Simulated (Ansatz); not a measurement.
Task: Name crystals whose computed values (DFT-LDA in the program Ansatz with PAW potentials) fall in these windows: ε∞ 3.8 to 5.3; Θ_D (K) 860 to 1100.

Result: 

```csv
crystal,ε∞,Θ_D (K)
"AlN, P6_3/mmc (Al on 2d, N on 2c)",4.57,938
"AlN, zinc blende",4.54,930
"AlN, P6_3mc (Al on 2a, Al on 2b, N on 2a, N on 2b)",4.52,932
"Si3N4, P6_3/m (Si on 6h, N on 2c, N on 6h)",4.26,935
```
Others may fit too.

Not the usual ambient phase: AlN, P6_3/mmc (Al on 2d, N on 2c); AlN, P6_3mc (Al on 2a, Al on 2b, N on 2a, N on 2b). All cells were relaxed under the symmetry of their starts (and spin orders); stability against distortions was not tested throughout.

Potentials: the later of the program's two PAW sets.
